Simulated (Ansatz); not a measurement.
Input and command of a plane-wave DFT calculation in Ansatz:

```yaml
crystal:
  lattice:
    - [2.1401983425, 1.2356440892, 13.9915774826]
    - [-2.1401983425, 1.2356440892, 13.9915774826]
    - [0.0, -2.4712881783, 13.9915774826]
  atoms:
    - { symbol: Bi, position: [0.146213455, 0.146213455, 0.146213455] }
    - { symbol: Bi, position: [0.853786545, 0.853786545, 0.853786545] }
    - { symbol: Bi, position: [0.2887438527, 0.2887438527, 0.2887438527] }
    - { symbol: Bi, position: [0.7112561473, 0.7112561473, 0.7112561473] }
    - { symbol: Se, position: [0.4137158611, 0.4137158611, 0.4137158611] }
    - { symbol: Se, position: [0.5862841389, 0.5862841389, 0.5862841389] }
    - { symbol: Se, position: [0.0, 0.0, 0.0] }
basis:
  ecutwfc: 500
kpoints:
  mp_grid: { grid: [12, 12, 12] }
hamiltonian:
  xc: r2scan
scf:
  occupations: { method: gaussian, width: 0.1 }
output:
  forces: true
  stress: true
  eigenvalues: true
  write_density: true
  write_potential: true
  elf: true
  volumetric_format: npy
relax:
  adjacent_minimum: "off"
  f_tol: 0.01
  max_steps: 80
  cell: { stress_tol: 0.05 }
```

```bash
ansatz run input.yaml --threads 4 --pin off --max-ram 10240MiB --backend cpu --events-out ev --progress --plain --runs-dir out
```

Processor: Intel(R) Xeon(R) 6975P-C (Granite Rapids), 4 threads, on a host shared with other jobs.

Question: Estimate time, memory and problem size.

Answer: About 3 min on 4 threads of Intel(R) Xeon(R) 6975P-C (Granite Rapids) (shared host), peak memory 2.8 GiB. It solves 65 bands at 189 k points (the mesh reduced by the symmetry that the task leaves, which can be less than the crystal's) with about 5613 plane waves (on the last cell), in 33 SCF iterations over 4 ionic steps.
